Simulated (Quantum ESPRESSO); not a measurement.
pw.x input (Quantum ESPRESSO 7.5; PBEsol, PseudoDojo standard norm-conserving files, fully relativistic):

```
&CONTROL
  calculation = 'scf'
  pseudo_dir = './pseudo'
  outdir = './out'
  tprnfor = .true.
  tstress = .true.
/
&SYSTEM
  ibrav = 0
  nat = 3
  ntyp = 2
  ecutwfc = 84.0
  ecutrho = 336.0
  occupations = 'smearing'
  smearing = 'fd'
  degauss = 0.002
  nbnd = 28
  noncolin = .true.
  lspinorb = .true.
/
&ELECTRONS
  conv_thr = 3e-10
/
ATOMIC_SPECIES
Mg 24.3050 Mg.upf
I 126.9045 I.upf
CELL_PARAMETERS angstrom
  4.125546955826   0.000000000000   0.000000000000
 -2.062773477913   3.572828468251   0.000000000000
  0.000000000000   0.000000000000   6.826782070000
ATOMIC_POSITIONS crystal
Mg   0.000000000000   0.000000000000   0.000000000000
I   0.333333333333   0.666666666667   0.245750030300
I   0.666666666667   0.333333333333   0.754249969700
K_POINTS automatic
9 9 4 0 0 0
```

End of the output:

```

[...]
     the Fermi energy is     5.7172 ev
!    total energy              =    -170.68175735 Ry
     estimated scf accuracy    <          1.1E-10 Ry
     smearing contrib. (-TS)   =       0.00000000 Ry
     internal energy E=F+TS    =    -170.68175735 Ry
     The total energy is F=E-TS. E is the sum of the following terms:
     one-electron contribution =    -119.16227626 Ry
     hartree contribution      =      62.04203740 Ry
     xc contribution           =     -31.49457368 Ry
     ewald contribution        =     -82.06694481 Ry
     convergence has been achieved in   8 iterations
     Forces acting on atoms (cartesian axes, Ry/au):
     atom    1 type  1   force =     0.00000000   -0.00000000    0.00000000
     atom    2 type  2   force =     0.00000000    0.00000000   -0.00184766
     atom    3 type  2   force =     0.00000000    0.00000000    0.00184766
     Total force =     0.002613     Total SCF correction =     0.000008
     Computing stress (Cartesian axis) and pressure
          total   stress  (Ry/bohr**3)                   (kbar)     P=        1.41
   0.00000862   0.00000000  -0.00000000            1.27        0.00       -0.00
   0.00000000   0.00000862  -0.00000000            0.00        1.27       -0.00
  -0.00000000  -0.00000000   0.00001145           -0.00       -0.00        1.68
```
In a gapped system the printed Fermi energy is only some level inside the gap.

Geometry relaxed with PBE+D3(BJ).
